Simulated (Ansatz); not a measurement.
In$_{2}$Te$_{3}$:
```yaml
crystal:
  lattice:
    - [-2.18114, 6.52071, 3.07676]
    - [2.18114, -6.52071, 3.07676]
    - [2.18114, 6.52071, -3.07676]
  atoms:
    - { symbol: In, position: [0.39918, 0.23889, 0.16029] }
    - { symbol: In, position: [0.07859, 0.23889, 0.83971] }
    - { symbol: Te, position: [0.68123, 0.03570, 0.64553] }
    - { symbol: Te, position: [0.39017, 0.03570, 0.35447] }
    - { symbol: Te, position: [0.95096, 0.95096, 0.00000] }
```

Relaxed with PBEsol. Independent-particle spectrum: no excitons, no local fields, no scissors shift; 0.1 eV broadening; ε₁ of the summed bands alone.

Question: Tabulate the dielectric function from the program Ansatz at the PBEsol level (PAW).

Answer: 

```
E (eV)  ε₁ xx  ε₂ xx  ε₁ yy  ε₂ yy  ε₁ zz  ε₂ zz
------  -----  -----  -----  -----  -----  -----
0.0     16.14   0.00  13.22   0.00  14.14   0.00
0.4     13.85   2.82  13.55   0.17  14.68   0.30
0.8     13.68   4.28  14.84   0.68  16.32   1.08
1.2     12.23   4.63  15.96   1.92  18.89   5.45
1.6     10.96   5.61  18.62   3.98  14.21  10.47
2.0     12.45   5.35  17.46  15.49  13.65   9.74
2.4     10.48   9.43   9.51  13.36   9.84  11.94
2.8      8.43   9.89  10.08  11.38   7.71  10.50
3.2      7.59  11.32  10.70  16.79  10.04  15.84
3.6      4.15  10.88  -0.10  20.09   3.32  15.32
4.0      4.45   9.21  -2.80  12.23   1.06  13.96
4.4      1.33  10.10  -1.36   8.88   0.02  10.74
4.8      1.39   9.33  -0.17  10.10  -2.69  11.32
5.2     -0.24   8.93  -3.86   9.62  -3.16   8.64
5.6     -0.89   9.01  -2.47   6.13  -3.52   6.93
6.0     -3.70   7.59  -3.42   6.02  -3.68   5.00
6.4     -3.54   5.26  -3.28   5.03  -2.70   4.43
6.8     -3.37   3.83  -2.94   3.50  -2.87   4.13
7.2     -2.44   2.87  -2.62   3.39  -2.86   3.55
7.6     -1.46   2.97  -2.68   2.65  -2.55   2.62
8.0     -1.87   3.31  -2.15   2.38  -2.29   2.24
8.4     -2.03   2.37  -2.01   2.18  -2.00   2.21
8.8     -1.75   1.94  -2.02   1.75  -1.98   1.63
9.2     -1.66   1.77  -1.96   1.43  -1.73   1.35
9.6     -1.48   1.47  -1.56   0.98  -1.44   1.11
10.0    -1.32   1.17  -1.15   0.81  -1.27   0.91
10.4    -1.05   1.05  -0.90   0.81  -0.98   0.79
10.8    -0.97   0.84  -0.82   0.74  -0.77   0.70
11.2    -0.70   0.72  -0.61   0.70  -0.62   0.69
11.6    -0.55   0.74  -0.49   0.65  -0.46   0.67
12.0    -0.48   0.69  -0.41   0.66  -0.41   0.67
```

Question: From ε at 0.7 eV (xx: 13.65 + 3.74i), find n, k, the normal reflectivity and the absorption coefficient.

Answer: n = 3.73, k = 0.502, R = 34 %, α = 2kE/ħc = 36000 cm⁻¹.

With all bands, ε∞ without local fields is 16.3 (xx), 13.3 (yy), 14.3 (zz).

Space group Imm2. The workflow started from a Materials Project entry (that database holds measured and hypothetical structures alike); the Crystallography Open Database copy checked does not list it. COD files the formula under space group No. 216, so this cell is another polymorph or a model. Whether it is the stable phase at ambient conditions was not checked. The cell was relaxed with PBEsol under the symmetry of its start; its stability against distortions is not shown here. Spin–orbit coupling is left out wherever it is not named.

Potentials: the later of the program's two PAW sets.
